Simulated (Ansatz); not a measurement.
Re$_{2}$C in space group P-3m1 (No. 164; C on 1a, Re on 2d) at seven volumes, the program Ansatz at the r²SCAN level (PAW), shape and atoms relaxed at each. One row is withheld.

```json
[
 {"V (Å³/atom)": "10.594", "P (GPa)": "45.13"},
 {"V (Å³/atom)": "10.943", "P (GPa)": "27.53"},
 {"V (Å³/atom)": "11.292", "P (GPa)": "?"},
 {"V (Å³/atom)": "11.642", "P (GPa)": "0.01"},
 {"V (Å³/atom)": "11.991", "P (GPa)": "-10.52"},
 {"V (Å³/atom)": "12.340", "P (GPa)": "-19.40"},
 {"V (Å³/atom)": "12.689", "P (GPa)": "-26.83"}
]
```

### Question
Fit the shown pressures and predict the withheld one.

### Answer
Third-order Birch–Murnaghan: P = (3/2)B₀(x^(7/2) − x^(5/2))[1 + (3/4)(B′ − 4)(x − 1)] with x = (V₀/V)^(2/3). Least squares on the six rows gives V₀ = 11.643 Å³/atom, B₀ = 382.4 GPa, B′ = 4.73. At V = 11.292, x = 1.0206 and P = 12.59 GPa. The run itself gave 12.62 GPa.

A made-up cell: these elements were put on the sites of a structure type; neither database checked (COD, Materials Project) lists it. Whether it is the stable phase at ambient conditions was not checked. The cell was relaxed with r²SCAN under the symmetry of its start; whether a distortion lowers the energy is not shown. No spin polarisation was allowed. Spin–orbit coupling is left out wherever it is not named.

Potentials: the earlier of the program's two PAW sets.
